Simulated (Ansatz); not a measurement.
FeBiO3 in space group Amm2 (No. 38; Bi on 2b, Fe on 2a, O on 2b, O on 4d), the program Ansatz at the PBEsol level (PAW). The conduction-band minimum lies at S, with 2 equivalent valleys. Second derivatives d²E/dk² of the lowest band at one valley (eV·Å²), along Cartesian directions:

```json
[
 {"direction": "[100]", "d²E/dk²": "6.070"},
 {"direction": "[010]", "d²E/dk²": "3.806"},
 {"direction": "[001]", "d²E/dk²": "3.621"},
 {"direction": "[110]", "d²E/dk²": "4.937"},
 {"direction": "[101]", "d²E/dk²": "4.846"},
 {"direction": "[011]", "d²E/dk²": "4.243"}
]
```

Problem. Find the principal effective masses, the density-of-states mass and the conductivity mass.

Solution. Off-diagonal terms follow from H_xy = H[110] − (H_xx + H_yy)/2, and m*/mₑ = 7.620 eV·Å² over each eigenvalue: 1.3, 1.8, 2.4. One valley's DOS mass (m₁m₂m₃)^(1/3) = 1.8, conductivity mass 3/(Σ 1/mᵢ) = 1.7 mₑ.

Problem. What effective density of states Nc follows at 300 K for parabolic valleys?

Solution. Nc = 2.509e19 × 2 × (1.8)^(3/2) ≈ 1.2e20 cm⁻³.

The start of the workflow was typed in or built on a structure type; neither database checked (COD, Materials Project) lists it. It is not the phase usual at ambient conditions (space group No. 161). Symmetry was held in the PBEsol relaxation, as lowered by the spin order; its stability against distortions is not shown here. Spin order of the final state: antiferromagnetic, chosen from 5 collinear starts compared on coarse meshes (ties went to the first, and starts can fall back to one state), not a proven ground state. No Hubbard U is applied. Point labels and valley counts follow the cell and symmetry of the run, lower than the named group. Scalar-relativistic: spin–orbit coupling is off unless named, which matters more the heavier the elements.

Potentials: the earlier of the program's two PAW sets. The files were generated under PBE; for other functionals the program regenerates the frozen cores, and for LDA and PBEsol the local potential too.

Edges and masses are those of Kohn–Sham bands, whose gap is no quasiparticle gap.
